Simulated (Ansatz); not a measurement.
KCl:
```
KCl
1.0
    0.00000     3.12164     3.12164
    3.12164     0.00000     3.12164
    3.12164     3.12164     0.00000
K Cl
1 1
Direct
  0.00000   0.00000   0.00000
  0.50000   0.50000   0.50000
```

Relaxed with PBEsol. Special points in fractions of this cell's reciprocal vectors: Γ (0.000, 0.000, 0.000); X (0.500, 0.000, 0.500); U (0.625, 0.250, 0.625); K (0.375, 0.375, 0.750); L (0.500, 0.500, 0.500); W (0.500, 0.250, 0.750).

Q: List the band energies nearest the valence-band maximum at these points for DFT-PBEsol in the program Ansatz with PAW potentials.

A: In eV from the valence-band maximum; about four levels below and three above (degenerate sets whole), none deeper than 8.9 eV; points with the same levels are listed once.

```tsv
k	below	above
Γ	0.00 0.00 0.00	5.10 8.28 8.28 8.28
X	-0.69 -0.23 -0.23	6.37 8.32 10.04
U	-0.59 -0.59 -0.31	7.15 9.01 9.31
L	-1.13 -0.35 -0.35	7.48 8.58 10.53 10.53
W	-0.52 -0.50 -0.50	7.93 7.93 9.44
```

Space group Fm-3m (rock salt). The cell was relaxed with PBEsol under the symmetry of its start.

Potentials: the later of the program's two PAW sets.
